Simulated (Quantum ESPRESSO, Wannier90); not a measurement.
# InP (wurtzite): Wannier90 run

```
CELL_PARAMETERS angstrom
      4.16811     0.00000     0.00000
     -2.08405     3.60969     0.00000
      0.00000     0.00000     6.83999
ATOMIC_POSITIONS crystal
  In 0.66667 0.33333 0.50020
  In 0.33333 0.66667 0.00020
  P  0.66667 0.33333 0.87480
  P  0.33333 0.66667 0.37480
```

Cell from Materials Project (mp-966800), symmetrised, no further relaxation. Not found in the COD (Crystallography Open Database) copy used, which has the formula in other groups; not checked further. Computed values, not measurements, from PBEsol: Quantum ESPRESSO (norm-conserving PseudoDojo potentials, cutoff 56 Ry, no spin polarisation, no spin-orbit coupling) on a Γ-centred 12×12×6 mesh, then Wannier90. Density: 12×12×6 mesh, Gaussian smearing 0.01 Ry. Spin-orbit coupling is left out although heavy elements are present.

The plane-wave run has 36 bands and 36 electrons a cell. On the energy scale of pw.x, whose zero is arbitrary, the valence-band maximum lies at 6.81 eV.

Isolated groups of bands, relative to the valence-band maximum (bands from 19 on overlap up to the last one computed):

```json
[
 {"bands": "1–10", "from (eV)": "-14.38", "to (eV)": "-14.04", "filling": "filled", "weight on atomic waves": "In 4d 98 %"},
 {"bands": "11–12", "from (eV)": "-11.45", "to (eV)": "-9.05", "filling": "filled", "weight on atomic waves": "P 3s 58 %, In 5p 23 %, In 5s 12 %"},
 {"bands": "13–18", "from (eV)": "-5.85", "to (eV)": "0.00", "filling": "filled", "weight on atomic waves": "P 3p 62 %, In 5p 20 %, In 5s 13 %"}
]
```

Input w.win, without the blocks of cell, atoms and k-points (864 lines):

```
num_bands = 26
num_wann = 16
exclude_bands = 1-10
num_iter = 1000
conv_tol = 1.0e-6
conv_window = 4
dis_num_iter = 1000
dis_conv_tol = 1.0e-6
dis_froz_max = 8.86
dis_win_max = 14.50
write_hr = true
write_u_matrices = true
begin projections
f=-0.34555,0.32491,-0.50294: s;p
f=0.33585,-0.33107,-0.00696: s;p
f=-0.33289,0.34094,-0.13095: s;p
f=0.34530,-0.32403,0.37788: s;p
end projections
mp_grid = 12 12 6
```

wannier90.x stops with:
```
dis_windows: Energy window contains fewer states than number of target WFs
```
At some k-point the outer window holds fewer bands than num_wann, so no subspace of that size can be extracted. Mended as below, all else unchanged, the run goes through (Ω_I = 28.0 Å²) and follows the plane-wave bands to 0.7 meV rms (states up to 1.6 eV relative to the valence-band maximum).
Remove the line dis_win_max = 14.50.
